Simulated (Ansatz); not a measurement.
**Ti$_{2}$Cd: from λ and ω_log to T_c — Ansatz, plane waves and PAW**

Space group I4/mmm (No. 139), 3 atoms in the cell of the first input below: a = 6.938 Å, b = 6.938 Å, c = 6.938 Å, α = 156.56°, β = 156.56°, γ = 33.39°.

The structure is a measured one, not always of the ambient phase, relaxed without spin–orbit coupling to zero pressure (pressure 0.0 GPa with this functional, without spin–orbit coupling). Functional: PBEsol.

Input:

```yaml
crystal:
  lattice:
    - [-1.4096414007, 1.4096414007, 6.645876353]
    - [1.4096414007, -1.4096414007, 6.645876353]
    - [1.4096414007, 1.4096414007, -6.645876353]
  atoms:
    - { symbol: Ti, position: [0.3234299025, 0.3234299025, 0.0] }
    - { symbol: Ti, position: [0.6765700975, 0.6765700975, 0.0] }
    - { symbol: Cd, position: [0.0, 0.0, 0.0] }
basis:
  ecutwfc: 420
  ecutrho_ratio: 4
kpoints:
  mp_grid: { grid: [16, 16, 16] }
hamiltonian:
  xc: pbesol
scf:
  occupations: { method: methfessel_paxton, width: 0.2 }
output: {}
phonons:
  supercell: [2, 2, 2]
  qpath:
    path:
      - [[0.0, 0.0, 0.0], [0.0, 0.0, 0.5], [0.25, 0.25, 0.25], [0.0, 0.5, 0.0], [0.0, 0.0, 0.0], [0.5, 0.5, -0.5], [0.26124742, 0.73875258, -0.26124742]]
      - [[-0.26124742, 0.26124742, 0.26124742], [0.0, 0.0, 0.0]]
      - [[0.0, 0.0, 0.5], [-0.02249483, 0.02249483, 0.5]]
      - [[0.5, 0.5, -0.02249483], [0.5, 0.5, -0.5]]
    npoints: 6
  electrical_resistivity: { mesh: [32, 32, 32], temperatures: [50, 100, 200, 300, 500] }
  superconductivity: { mesh: [32, 32, 32], eliashberg_equations: false }
```

```bash
ansatz run input.yaml --threads 8 --pin off --max-ram 15360MiB --backend cpu --events-out ev --progress --plain --runs-dir out
```

Time: 27 min on 8 threads of Arm Neoverse V1, on a shared host, peak memory 12 GiB.

On the finest mesh λ = 0.3948, ω_log = 22.548 meV, N(E_F) = 1.245 states per eV, spin and cell. λ by mesh: 32×32×32 0.395, 16×16×16 0.376, 8×8×8 0.221.

**Question.** What T_c does McMillan's formula in the Allen–Dynes form give for μ* = 0.10?

**Answer.** T_c = (ω_log/1.2) exp[−1.04(1+λ)/(λ − μ*(1+0.62λ))] = (261.66 K/1.2) × exp(−1.4506/0.2703) = 1.02 K. λ still moved by 5 % between the two finest meshes, so T_c isn't settled to the digits shown. By mesh, finest first, the same formula gives 1.02, 0.77, 0.00 K.

```json
{"μ*": "0.08", "McMillan (K)": "1.60", "Allen–Dynes with strong-coupling factors (K)": "1.63"}
{"μ*": "0.10", "McMillan (K)": "1.02", "Allen–Dynes with strong-coupling factors (K)": "1.03"}
{"μ*": "0.12", "McMillan (K)": "0.59", "Allen–Dynes with strong-coupling factors (K)": "0.60"}
{"μ*": "0.13", "McMillan (K)": "0.43", "Allen–Dynes with strong-coupling factors (K)": "0.44"}
{"μ*": "0.14", "McMillan (K)": "0.30", "Allen–Dynes with strong-coupling factors (K)": "0.31"}
{"μ*": "0.16", "McMillan (K)": "0.13", "Allen–Dynes with strong-coupling factors (K)": "0.13"}
{"μ*": "0.20", "McMillan (K)": "0.01", "Allen–Dynes with strong-coupling factors (K)": "0.01"}
```

Caveats: small supercell, couplings not converged in it; with so small a supercell and a typed μ*, T_c can miss a measured one by a factor of two or more; λ is not converged in the mesh, and T_c depends on it steeply.
